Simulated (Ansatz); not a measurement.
## Calculation log, MgS (Fm-3m) (bands, slopes and optics on a fine k mesh)

Level of theory: PBEsol, all-electron LAPW in Ansatz 0.2.0, scalar-relativistic.

Cell and atoms were relaxed beforehand by PAW with this functional.

Command:

```sh
ansatz run input.yaml --threads 1 --pin off --max-ram 3072MiB --backend cpu --events-out ev --progress --plain --runs-dir out
```

Input file:

```yaml
crystal:
  lattice:
    - [0.0, 2.59096101824, 2.59096101824]
    - [2.59096101824, 0.0, 2.59096101824]
    - [2.59096101824, 2.59096101824, 0.0]
  atoms:
    - { symbol: Mg, position: [0.0, 0.0, 0.0] }
    - { symbol: S, position: [0.5, 0.5, 0.5] }
kpoints:
  mp_grid: { grid: [8, 8, 8] }
scf:
  occupations: { method: fixed }
hamiltonian:
  xc: pbesol
  pseudopotentials: { kind: all_electron, lapw: { basis_error: 0.001 } }
output:
  forces: true
  stress: true
  eigenvalues: true
  eigenstates:
    nscf_kmesh: { grid: [14, 14, 14] }
    de_dk: true
    e_range: [-9, 12.72693329318]
  optics:
    e_range: [0, 25]
    de: 0.2
    sigma: 0.25
    bands: { spectra_wanted_up_to: 25 }
    nscf_kmesh: { grid: [14, 14, 14] }
checkpoint:
  write: ck
  write_wavefunctions: false
```

Output:

```
Warning: RAYON_NUM_THREADS=1 ignored (pool sized by the plan → 1); use --threads N
LAPW: plane waves up to 6.978 Å⁻¹, error target 1.0e-3 eV per atom; small_component_spin mean_spin; Mg in spheres of 1.313 Å, 10 of its electrons in bands, Dirac shells []; S in spheres of 1.278 Å, 14 of its electrons in bands, ...
Engine: ansatz 0.2.0, aarch64-unknown-linux-gnu
Pseudopotentials: kind: all_electron
Pseudopotential: Mg, LAPW, valence charge 10, lapw/all_electron/scalar/gaussian/Mg, Koelling and Harmon's equation, gaussian nucleus
Pseudopotential: S, LAPW, valence charge 14, lapw/all_electron/scalar/gaussian/S, Koelling and Harmon's equation, gaussian nucleus
Functional definition: PBEsol
  exchange = pbesol_x
  correlation = pbesol_c
davidson cushion auto → on  (no smearing: the cushion is to keep the highest requested band from converging to the state above it; pin scf.eigensolver.cushion to override)
Crystal: 2 atoms, lattice volume = 34.787 Å³
Basis set: ecut = 185.50523047217337 eV, 181 PW (Γ), exchange–correlation at level 2
Bands: 16, of which v1, the nominal top of the filled ones, is band 12 counted from 1 (11 counted from 0)
Symmetry: 48 space group operations
[... 19 lines left out ...]
SCF 1 converged in 8 iterations: F = -16288.135838 eV  dr2 = 9.67e-13
NSCF: frozen V_eff on 104 k-points
NSCF: frozen V_eff on 1 k-points
NSCF: frozen V_eff on 1 k-points
NSCF: frozen V_eff on 104 k-points
SCF converged after 8 iterations
Free energy (F): -16288.135838 eV
Harris-Foulkes:  -16288.135838 eV  (|F-HF|=1.09e-11)
Internal energy: -16288.135838 eV  (E = F + TS)
E sigma→0 (E₀):  -16288.135838 eV
Fermi energy:    6.797253 eV
--- Per-component energies (eV) ---
  E_band       = -1566.956608
  E_kinetic    = 16338.771439
  E_xc         = -1117.860551
  E_electrostatic = -31509.046725  (all electrons and nuclei)
  E_smearing   = -0.000000  (= −TS)
  E_closure    = 0.000000  (closes the sum)
  Σ components = -16288.135838   (vs F -16288.135838, Δ=0.00e0)
  Basis errors (estimates in eV, not in F): energy 3.6e-4 per atom: plane waves 3.2e-4 (1.8e-4 summed), levels above the bands 0.0e0, relativity 6.6e-9, radial functions 4.7e-5, core shells 2.3e-15; eigenvalues (radial functions ...
--- Forces (eV/Å), atoms counted from 1 ---
  atom   1  Mg    -0.00000000     0.00000000     0.00000000
  atom   2  S      0.00000000    -0.00000000    -0.00000000
  max |Σ_I F_I| component: 1.05e-30 eV/Å
--- Stress (GPa, compression-positive) ---
       -0.013893      -0.000000      -0.000000
       -0.000000      -0.013893       0.000000
       -0.000000       0.000000      -0.013893
  P = ⅓ Tr σ = -0.0139 GPa (-0.139 kbar)
--- Fermi surface from the table of eigenstates not read: on its mesh, or on one of the eight of every second point, the electrons fill whole bands (an insulator's do; a metal wants a denser output.eigenstates.nscf_kmesh) ---
```

The run converged.

Head of eigenstates.tsv:

```
# spin	ik	k_frac_1	k_frac_2	k_frac_3	k_cart_x_inv_ang	k_cart_y_inv_ang	k_cart_z_inv_ang	n_plane_waves	band	set	set_size	e_ev	residual_ev	de_dk_x_ev_times_ang	de_dk_y_ev_t
# format = ansatz-eigenstates/6
# source = nscf_kmesh_points
# nscf_kmesh_grid = 14 14 14
# nscf_kmesh_shift = 0 0 0
# n_kpoints = 104
# n_rows = 724
# fermi_ev = 6.797253405198659e0
# fermi_mp_grid = 8 8 8
# fermi_mp_shift = 0 0 0
# fermi_n_kpoints = 29
# fermi_n_bands = 16
# fermi_largest_filled_residual_ev = 2.5181482042551395e-6
# vbm_ev = 6.797253405198659e0
# cbm_ev = 9.525926242220454e0
# band_edge_residuals_ev = 1.157424395435262e-7 1.4870669871946123e-6
# n_electrons = 2.4e1
# occupation_method = fixed
# xc_rung = gga
# e_minus_fermi_range_ev = -9e0 1.272693329318e1
# overlap = augmented
# smooth_dims = 18 18 18
# scf_smooth_dims = 18 18 18
# fft_grid_basis = 1 0 0 0 1 0 0 0 1
# n_bands_solved = 19
# n_bands_printed_max = 16
# set_resolution_ev = 4.759113111068859e-6
# degenerate_levels = group_imposed
```

**Optical constants**

Independent-particle optical response of a crystal from Kohn-Sham bands on the fine mesh, no local fields or excitons; Cartesian axes as in the input; normal incidence from vacuum, light polarised along x.

```json
{"Fine mesh": "14, 14, 14", "Line width": "0.25 eV", "Further gaussian width": "0.3 eV"}
```

| photon energy (eV) | refractive index | extinction | reflectivity | loss function | absorption (×10⁵ cm⁻¹) |
| --- | --- | --- | --- | --- | --- |
| 0.4 | 2.469 | 0 | 0.1793 | 0 | 0 |
| 0.8 | 2.481 | 0 | 0.181 | 0 | 0 |
| 1.2 | 2.502 | 0 | 0.184 | 0 | 0 |
| 1.6 | 2.534 | 0 | 0.1884 | 0 | 0 |
| 2 | 2.578 | 0 | 0.1945 | 0 | 0 |
| 2.4 | 2.637 | 0 | 0.2026 | 0 | 0 |
| 2.8 | 2.718 | 0 | 0.2135 | 0 | 0.001 |
| 3.2 | 2.832 | 0.006 | 0.2285 | 0.0005 | 0.018 |
| 3.6 | 2.992 | 0.031 | 0.249 | 0.0023 | 0.115 |
| 4 | 3.207 | 0.1 | 0.2756 | 0.0061 | 0.406 |
| 4.4 | 3.496 | 0.262 | 0.3105 | 0.0121 | 1.167 |
| 4.8 | 3.802 | 0.626 | 0.3515 | 0.0216 | 3.047 |
| 5.2 | 3.948 | 1.211 | 0.3914 | 0.0329 | 6.382 |
| 5.6 | 3.796 | 1.884 | 0.4281 | 0.0443 | 10.69 |
| 6 | 3.286 | 2.441 | 0.4597 | 0.0571 | 14.84 |
| 6.4 | 2.592 | 2.572 | 0.4688 | 0.075 | 16.69 |
| 6.8 | 2.145 | 2.325 | 0.4391 | 0.0996 | 16.02 |
| 7.2 | 2.133 | 2.111 | 0.4021 | 0.111 | 15.4 |
| 7.6 | 2.152 | 2.298 | 0.4342 | 0.1007 | 17.7 |
| 8 | 1.856 | 2.54 | 0.4917 | 0.0963 | 20.59 |
| 8.4 | 1.4 | 2.556 | 0.5445 | 0.0992 | 21.76 |
| 8.8 | 1.068 | 2.324 | 0.5587 | 0.116 | 20.73 |
| 9.2 | 0.958 | 2.112 | 0.5381 | 0.1398 | 19.7 |
| 9.6 | 0.856 | 2.013 | 0.5431 | 0.1506 | 19.58 |
| 10 | 0.738 | 1.878 | 0.5491 | 0.1673 | 19.03 |
| 10.4 | 0.7 | 1.756 | 0.5313 | 0.1925 | 18.51 |
| 10.8 | 0.635 | 1.716 | 0.5479 | 0.1945 | 18.78 |
| 11.2 | 0.519 | 1.621 | 0.5792 | 0.2006 | 18.4 |
| 11.6 | 0.472 | 1.502 | 0.5729 | 0.2308 | 17.66 |
| 12 | 0.428 | 1.436 | 0.5828 | 0.2437 | 17.46 |
| 12.4 | 0.356 | 1.349 | 0.6109 | 0.2534 | 16.95 |
| 12.8 | 0.312 | 1.241 | 0.6174 | 0.2888 | 16.1 |
| 13.2 | 0.297 | 1.149 | 0.6046 | 0.3441 | 15.37 |
| 13.6 | 0.275 | 1.084 | 0.6072 | 0.3813 | 14.94 |
| 14 | 0.233 | 1.009 | 0.6322 | 0.41 | 14.31 |
| 14.4 | 0.202 | 0.908 | 0.6443 | 0.4895 | 13.25 |
| 14.8 | 0.209 | 0.803 | 0.6026 | 0.7086 | 12.05 |
| 15.2 | 0.235 | 0.737 | 0.5453 | 0.9681 | 11.35 |
| 15.6 | 0.237 | 0.69 | 0.5273 | 1.154 | 10.91 |
| 16 | 0.225 | 0.632 | 0.5267 | 1.405 | 10.24 |
| 16.4 | 0.212 | 0.553 | 0.5215 | 1.911 | 9.186 |
| 16.8 | 0.237 | 0.455 | 0.4547 | 3.112 | 7.749 |
| 17.2 | 0.298 | 0.404 | 0.3548 | 3.789 | 7.045 |
| 17.6 | 0.315 | 0.388 | 0.3294 | 3.916 | 6.922 |
| 18 | 0.313 | 0.336 | 0.3184 | 4.735 | 6.126 |
| 18.4 | 0.341 | 0.272 | 0.2717 | 5.134 | 5.066 |
| 18.8 | 0.388 | 0.22 | 0.2138 | 4.304 | 4.199 |
| 19.2 | 0.449 | 0.208 | 0.1622 | 3.122 | 4.047 |
| 19.6 | 0.462 | 0.216 | 0.1541 | 2.955 | 4.285 |
| 20 | 0.465 | 0.189 | 0.1477 | 2.774 | 3.838 |
| 20.4 | 0.48 | 0.162 | 0.1336 | 2.355 | 3.344 |
| 20.8 | 0.5 | 0.13 | 0.118 | 1.826 | 2.732 |
| 21.2 | 0.533 | 0.104 | 0.0971 | 1.279 | 2.238 |
| 21.6 | 0.561 | 0.093 | 0.0825 | 1.002 | 2.044 |
| 22 | 0.585 | 0.08 | 0.071 | 0.7723 | 1.788 |
| 22.4 | 0.611 | 0.076 | 0.0605 | 0.6469 | 1.726 |
| 22.8 | 0.624 | 0.074 | 0.0557 | 0.5928 | 1.709 |
| 23.2 | 0.636 | 0.063 | 0.0509 | 0.4821 | 1.487 |
| 23.6 | 0.653 | 0.053 | 0.045 | 0.3775 | 1.275 |
| 24 | 0.669 | 0.049 | 0.0402 | 0.3252 | 1.196 |
| 24.4 | 0.679 | 0.042 | 0.0373 | 0.268 | 1.043 |
| 24.8 | 0.69 | 0.033 | 0.034 | 0.1986 | 0.824 |

Optical peaks:

Highest local maxima between 0.6 eV and the top less 1.5 eV.

| Quantity | Value |
| --- | --- |
| Fine mesh | 14, 14, 14 |
| Window top | 25 eV |
| Line width | 0.25 eV |
| Further gaussian width | 0.3 eV |
| Highest loss peak energy x | 18.33 eV |
| Highest loss peak height x | 5.134 |
| Highest eps2 peak energy x | 5.946 eV |
| Highest eps2 peak height x | 16.04 |
| Dielectric electronic (x, y, z) | 6.063, 6.063, 6.063 |
| Refractive index at 1 eV, x-polarised | 2.491 |
| Refractive index at 2 eV, x-polarised | 2.578 |

**Dielectric function**

```
Fine mesh              : 14, 14, 14
Line width             : 0.25 eV
Further gaussian width : 0.3 eV
```

```csv
photon energy (eV),dielectric real xx,dielectric imag xx
0.8,6.156,0
1.6,6.422,0
2.4,6.953,0
3.2,8.018,0.032
4,10.28,0.642
4.8,14.06,4.762
5.6,10.86,14.3
6.4,0.1,13.33
7.2,0.097,9.005
8,-3.006,9.425
8.8,-4.261,4.962
9.6,-3.318,3.447
10.4,-2.594,2.459
11.2,-2.358,1.683
12,-1.879,1.228
12.8,-1.443,0.774
13.6,-1.099,0.596
14.4,-0.784,0.366
15.2,-0.488,0.347
16,-0.348,0.284
16.8,-0.151,0.215
17.6,-0.051,0.245
18.4,0.042,0.185
19.2,0.158,0.187
20,0.18,0.176
20.8,0.233,0.129
21.6,0.306,0.105
22.4,0.367,0.093
23.2,0.4,0.08
24,0.445,0.066
24.8,0.475,0.045
```

Keep in mind: semilocal gaps are low, and what follows the gap (onsets, screening, light masses) shifts with it; spectra summed at the mesh points alone.

Cost: 28 s on 1 thread of Arm Neoverse V1, with other jobs on the host, peak memory 0.27 GiB.
